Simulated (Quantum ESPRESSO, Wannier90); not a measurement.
YSi₂ (C2/c), plane waves to Wannier functions

```xyz
6
Lattice="2.8070 -2.8058 0.0000 2.8070 2.8058 0.0000 -2.7033 0.0000 7.3142" Properties=species:S:1:pos:R:3 pbc="T T T"
Y      0.6758     2.1013    -1.8285
Y     -0.6758    -2.1013     1.8285
Si     0.6567    -0.7059    -3.0344
Si    -0.6567     0.7059     3.0344
Si     0.6950    -0.7059    -0.6227
Si    -0.6950     0.7059     0.6227
```

Cell from Materials Project (mp-12769), symmetrised, no further relaxation. Not found in the COD (Crystallography Open Database) copy used, which has the formula in other groups; not checked further. The atoms lie within 0.1 Å of the higher space group I4_1/amd. Computed values, not measurements, from LDA: Quantum ESPRESSO (norm-conserving PseudoDojo potentials, cutoff 58 Ry, no spin polarisation, no spin-orbit coupling) on a Γ-centred 6×6×4 mesh, then Wannier90. Density: 8×8×4 mesh, cold smearing 0.01 Ry.

A tight-binding model is made by disentanglement and projection with no localisation steps (num_iter = 0), so the 34 orbitals stay atom-like: hydrogen-like Y: s;p;d; Si: s;p, axes along x, y, z; frozen window up to 1.50 eV relative to the Fermi level. It follows pw.x to 14 meV rms for states up to 1.0 eV relative to the Fermi level. Matrix elements depend on this choice of orbitals and windows.

The 20 largest hoppings ⟨m,0|H|n,R⟩ between different sites (one of each Hermitian pair; signs follow the real orbitals' lobes; the list may end inside a set of equal values):

```csv
m,n,R,distance of the centres (Å),t (eV)
Si5 pz,Si3 pz,0 0 0,2.54,3.107
Si6 pz,Si4 pz,0 0 0,2.54,3.107
Si5 pz,Si3 s,0 0 0,2.48,2.395
Si6 pz,Si4 s,0 0 0,2.48,-2.395
Si5 s,Si3 pz,0 0 0,2.48,-2.395
Si6 s,Si4 pz,0 0 0,2.48,2.395
Si6 s,Si5 s,0 0 0,2.34,-1.621
Si4 s,Si3 s,0 0 1,2.34,-1.621
Si5 s,Si6 s,1 0 0,2.34,-1.605
Si4 s,Si3 s,0 1 1,2.34,-1.605
Si4 s,Si3 py,0 0 1,2.36,-1.601
Si4 py,Si3 s,0 0 1,2.36,1.601
Si6 s,Si5 py,0 0 0,2.36,-1.601
Si6 py,Si5 s,0 0 0,2.36,1.601
Si5 s,Si6 px,1 0 0,2.37,1.592
Si5 px,Si6 s,1 0 0,2.37,-1.592
Si4 px,Si3 s,0 1 1,2.37,-1.592
Si4 s,Si3 px,0 1 1,2.37,1.592
Si4 s,Si3 px,0 0 1,2.35,-1.581
Si6 s,Si5 px,0 0 0,2.35,1.581
```
